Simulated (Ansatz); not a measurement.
Zr2CN in space group R-3m (No. 166; Zr on 6c, C on 3a, N on 3b), the program Ansatz at the PBE level (PAW), all energies at zero smearing, with the estimated change up to a 700 eV cutoff added, with one set of potentials and settings (totals compare only within such a set). Cell of 4 atoms (2 Zr, 1 C, 1 N): -9007.999 eV.

| element | reference phase | E (eV/atom) |
|---|---|---|
| Zr | P6_3/mmc, 2 atoms in the cell | -4183.8362 |
| C | P6_3/mmc, 4 atoms in the cell | -250.9479 |
| N | Pa-3, 8 atoms in the cell | -384.0325 |

Formation energy per atom, worked out: (-9007.999 − 2×(-4183.8362) − 1×(-250.9479) − 1×(-384.0325))/4 = -1.336 eV/atom (-129 kJ per mol of atoms), at 0 K, without zero-point energy or fitted corrections.

The first step of the workflow began from a Materials Project structure, measured or hypothetical; the Crystallography Open Database copy checked does not list it. Whether it is the stable phase at ambient conditions was not checked. The PBE relaxation kept the symmetry of its start; whether a distortion lowers the energy is not shown. No spin polarisation was allowed. The references are the lowest solids computed at this level, not always the standard phases (solids in place of the gases).

Potentials: the later of the program's two PAW sets.
